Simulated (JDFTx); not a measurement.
TiAl(111) slab cut from bulk TiAl (space group P4/mmm, indices of the conventional cell, lattice of the Materials Project entry mp-1953, not re-optimised): 11 atoms in 11 planes, a 1x1 cell of 17.99 Å² (|a| = 3.975, |b| = 4.943 Å), 8.9 Å between the outermost planes, Al outermost, slab composition Ti5Al6, cell height 24.9 Å, 6×6×1 k mesh, Fermi smearing 0.01 Ha, no spin polarisation. Whether this polymorph is the ambient one wasn't checked. Neither spin polarisation nor a larger cell was tried.

All numbers are PBE, GBRV ultrasoft potentials, plane waves to 20/100 Ha results from JDFTx (a modified build), not measurements. Vacuum. The outer atoms relax from bulk positions, keeping the cell's symmetry; the lattice is not PBE's own optimum in this code, and that strain can shift the moves by a few hundredths of an ångström. Input:

```
lattice \
  7.5116628005 3.7558314097 0.0000000000 \
  0.0000000000 8.5531620915 0.0000000000 \
  0.0000000000 0.0000000000 47.0541805032
coords-type Lattice
ion Al 0.8124567410 0.3750865170 -0.1792801800 1
ion Al 0.2160452560 0.5679094890 -0.1075681080 0
ion Al 0.6196337700 0.7607324600 -0.0358560360 0
ion Al 0.0232222840 0.9535554320 0.0358560360 0
ion Al 0.4268107980 0.1463784040 0.1075681080 0
ion Al 0.8303993120 0.3392013750 0.1792801800 1
ion Ti 0.5142509980 0.9714980030 -0.1434241440 1
ion Ti 0.9178395130 0.1643209750 -0.0717120720 0
ion Ti 0.3214280270 0.3571439460 0.0000000000 0
ion Ti 0.7250165410 0.5499669180 0.0717120720 0
ion Ti 0.1286050550 0.7427898890 0.1434241440 1
ion-species pseudo/al_pbe_v1.upf
ion-species pseudo/ti_pbe_v1.4.upf
elec-cutoff 20 100
elec-ex-corr gga-PBE
coulomb-interaction Slab 001
coulomb-truncation-embed 0 0 0
kpoint-folding 6 6 1
elec-smearing Fermi 0.01
lcao-params 10
elec-n-bands 56
electronic-scf nIterations 100 energyDiffThreshold 1e-07
ionic-minimize nIterations 10 energyDiffThreshold 1e-5 knormThreshold 4e-4
dump-name vac.$VAR
dump End State Ecomponents EigStats BandEigs Forces ElecDensity IonicPositions Fillings Kpoints Dtot
```

### Question
How far do the free atoms of the upper face move along the normal, and how much energy is released?

### Answer
Al (atom 6) -0.08 Å, Ti (atom 11) 0.01 Å (positive: outward). The free energy falls by 0.028 eV per cell, 12 mJ/m².
